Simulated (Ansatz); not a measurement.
LaP (rock salt, Fm-3m), DFT-PBE in the program Ansatz with PAW potentials, all energies at zero smearing, with the estimated change up to a 700 eV cutoff added, with one set of potentials and settings (totals compare only within such a set). Cell of 2 atoms (1 P, 1 La): -7008.960 eV.

```csv
element,reference phase,E (eV/atom)
P,"Cmce, 4 atoms in the cell",-755.6743
La,"P6_3/mmc, 4 atoms in the cell",-6250.0953
```

Formation energy per atom, worked out: (-7008.960 − 1×(-755.6743) − 1×(-6250.0953))/2 = -1.595 eV/atom (-154 kJ per mol of atoms), at 0 K, without zero-point energy or fitted corrections.

The workflow started from an entry of the Crystallography Open Database (COD). Whether it is the stable phase at ambient conditions was not checked. The cell was relaxed with PBE under the symmetry of its start; whether a distortion lowers the energy is not shown. The references are the lowest solids computed at this level, not always the standard phases. Spin–orbit coupling is left out wherever it is not named.

Potentials: the later of the program's two PAW sets.
